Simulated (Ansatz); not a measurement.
YCo2Ge2 in space group I4/mmm (No. 139; Y on 2a, Co on 4d, Ge on 4e), plane-wave PAW PBE (Ansatz code), all energies at zero smearing, with the estimated change up to a 700 eV cutoff added, with one set of potentials and settings (totals compare only within such a set). Cell of 5 atoms (1 Y, 2 Co, 2 Ge): -22694.008 eV.

```
element                                reference phase  E (eV/atom)
-------  ---------------------------------------------  -----------
Y                        P6_3/mmc, 2 atoms in the cell   -3848.6668
Co       P6_3/mmc, 2 atoms in the cell, spin-polarised   -5126.1559
Ge                          Fd-3m, 2 atoms in the cell   -4294.9847
```

Formation energy per atom, worked out: (-22694.008 − 1×(-3848.6668) − 2×(-5126.1559) − 2×(-4294.9847))/5 = -0.612 eV/atom (-59 kJ per mol of atoms), at 0 K, without zero-point energy or fitted corrections.

The workflow started from a Materials Project entry (that database holds measured and hypothetical structures alike); the Crystallography Open Database copy checked does not list it. Whether it is the stable phase at ambient conditions was not checked. The PBE relaxation kept the symmetry of its start; its stability against distortions is not shown here. No spin polarisation was allowed. The references are the lowest solids computed at this level, not always the standard phases.

Potentials: the later of the program's two PAW sets.
